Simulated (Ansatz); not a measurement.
ZrGa₃ in space group I4/mmm (No. 139; Zr on 2a, Ga on 2b, Ga on 4d), the program Ansatz at the r²SCAN level (PAW), all energies at zero smearing, with the estimated change up to a 700 eV cutoff added, with one set of potentials and settings (totals compare only within such a set). Cell of 4 atoms (1 Zr, 3 Ga): -15567.883 eV.

```
element                reference phase  E (eV/atom)
-------  -----------------------------  -----------
Zr       P6_3/mmc, 2 atoms in the cell   -4195.0260
Ga           Cmce, 4 atoms in the cell   -3790.2689
```

Formation energy per atom, worked out: (-15567.883 − 1×(-4195.0260) − 3×(-3790.2689))/4 = -0.512 eV/atom (-49 kJ per mol of atoms), at 0 K, without zero-point energy or fitted corrections.

The workflow started from an entry of the Crystallography Open Database (COD). Whether it is the stable phase at ambient conditions was not checked. Symmetry was held in the r²SCAN relaxation; whether a distortion lowers the energy is not shown. No spin polarisation was allowed. The references are the lowest solids computed at this level, not always the standard phases.

Potentials: the later of the program's two PAW sets.
